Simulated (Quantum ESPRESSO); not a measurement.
# Ge5GaSiP: a curve over one atom's position

Computed values, not a measurement. The program is pw.x of Quantum ESPRESSO 7.5 (plane-wave density functional theory). The cell is made up: 8 atoms on a zincblende/diamond lattice, with randomly drawn elements, strain and displacements, not relaxed. PseudoDojo standard norm-conserving files (v0.5 for PBE, v0.4.1 for LDA and PBEsol) set the functional; there is no spin polarisation, spin-orbit coupling or dispersion term, and the masses in the input are unused placeholders.

Seven runs move atom 3 (Si, counted in the order of the input) along x and keep all else fixed.

Input of the run at +0.0277:

```
&control calculation='scf', pseudo_dir='./dojo.nc.sr.pbe.v0_5.standard.upf', outdir='./o', disk_io='low', tprnfor=.true., tstress=.true. /
&system ibrav=0, nat=8, ntyp=4, nbnd=56, ecutwfc=79.96652505, nosym=.true., tot_charge=0,
 occupations='smearing', smearing='fd', degauss=0.0073498644
/
&electrons conv_thr=7.350e-09, electron_maxstep=60, /
ATOMIC_SPECIES
Ga 1.0 Ga.upf
Ge 1.0 Ge.upf
P 1.0 P.upf
Si 1.0 Si.upf
CELL_PARAMETERS angstrom
5.4921 0.0168 -0.0536
0.0168 5.6653 0.0124
-0.0536 0.0124 5.6381
ATOMIC_POSITIONS angstrom
Ge -0.0326 -0.0318 -0.1048
Ga -0.0106 2.8503 2.7343
Si 2.8024 -0.1119 2.8318
Ge 2.8247 2.906 -0.0966
P 1.2785 1.3827 1.2525
Ge 1.4539 4.2129 4.0716
Ge 4.2019 1.3033 4.2209
Ge 4.1262 4.2243 1.4572
K_POINTS automatic
6 6 6 1 1 1
```

| shift of atom 3 along x (Å) | free energy less that of the input shown (eV) | Fx on atom 3 (eV/Å) | Fy on atom 3 (eV/Å) | Fz on atom 3 (eV/Å) | pressure (GPa) | iterations |
| --- | --- | --- | --- | --- | --- | --- |
| -0.1709 | 0.1772 | 2.098 | 2.833 | -2.086 | 4.97 | 10 |
| -0.1262 | 0.0953 | 1.563 | 2.605 | -1.812 | 4.86 | 10 |
| -0.0969 | 0.0547 | 1.207 | 2.465 | -1.639 | 4.81 | 10 |
| -0.0515 | 0.0126 | 0.648 | 2.266 | -1.379 | 4.77 | 10 |
| +0.0277 | 0.0000 | -0.330 | 1.964 | -0.951 | 4.79 | 10 |
| +0.0715 | 0.0262 | -0.867 | 1.821 | -0.728 | 4.85 | 10 |
| +0.1704 | 0.1707 | -2.044 | 1.559 | -0.256 | 5.13 | 10 |

A cubic fit gives dFx/dx = -12.36 eV/Å² at zero shift. Across the table the free energy follows the integral of the force to within 0.1 meV. A rerun of one of the cells at 1377 eV and a 8 x 8 x 8 mesh moved values by no more than 0.004 eV in energy, 0.02 GPa in stress and 0.002 eV/Å in force.